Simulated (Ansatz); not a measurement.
EuMg2Sb2: Eu vacancy

Level of theory: r2SCAN, collinear spin, scalar-relativistic; Ansatz, plane waves to 500 eV (PAW set soft_2), k-mesh 3×3×3.

The relaxed host crystal (Kohn–Sham gap 0.05 eV on this mesh):

```
Eu Mg Sb
1.0
     4.70248    0.00000    0.00000
    -2.35124    4.07247    0.00000
     0.00000    0.00000    7.71033
Eu Mg Sb
1 2 2
Direct
  0.00000 0.00000 0.00000
  0.33333 0.66667 0.63006
  0.66667 0.33333 0.36994
  0.66667 0.33333 0.74727
  0.33333 0.66667 0.25273
```

Supercell of 20 atoms, rows of the matrix [[0,0,-1],[0,2,0],[2,0,0]] times the cell vectors; Eu vacancy at (0.000, 0.000, 0.000) in fractions of the cell above. Atoms are relaxed at the host's cell. The cell loses 1 of its 4 Eu, so this is a heavily defective crystal.

Distances from the empty Eu site (Å), by shell of the perfect crystal:

```
shell  perfect crystal  relaxed, charge 0
 6 Sb             3.34               3.38
```

| charge | moment of the cell (μB) | gap of the cell on the mesh (eV) |
| --- | --- | --- |
| 0 | 19.71 | 0.00 |

The host's gap is narrow at this level, and the cell is left with a partly filled band, so the electrons or holes that the defect brings lie in a band of the host and aren't shown to be bound to it. At charge 0 the unpaired electrons sit on atoms with moments (μB): 3 Eu of 6.75.

No formation energy is given, since the neutral cell holds a carrier in a band.

Relaxed cell at charge 0:

```
EuMg2Sb2 V_Eu charge 0
1.0
     0.0000    0.0000   -7.7103
    -4.7025    8.1449    0.0000
     9.4050    0.0000    0.0000
Eu Mg Sb
3 8 8
Direct
  0.0000 0.0000 0.5000
  0.0000 0.5000 0.0000
  0.0000 0.0000 0.0000
  0.3653 0.3359 0.1717
  0.3774 0.8333 0.1667
  0.3653 0.3359 0.6641
  0.3653 0.8283 0.6641
  0.6347 0.1717 0.3359
  0.6347 0.6641 0.3359
  0.6226 0.1667 0.8333
  0.6347 0.6641 0.8283
  0.2535 0.1617 0.3309
  0.2535 0.6691 0.3309
  0.2403 0.1667 0.8333
  0.2535 0.6691 0.8383
  0.7465 0.3309 0.1617
  0.7597 0.8333 0.1667
  0.7465 0.3309 0.6691
  0.7465 0.8383 0.6691
```

Caveats: 4f shell without a U, which puts 4f levels too near the Fermi level; open f or d shells may hold a state above the lowest; small supercell, so energies and levels can be off by tenths of an eV; the atoms kept the symmetry of the start, so a distorted state could lie lower.
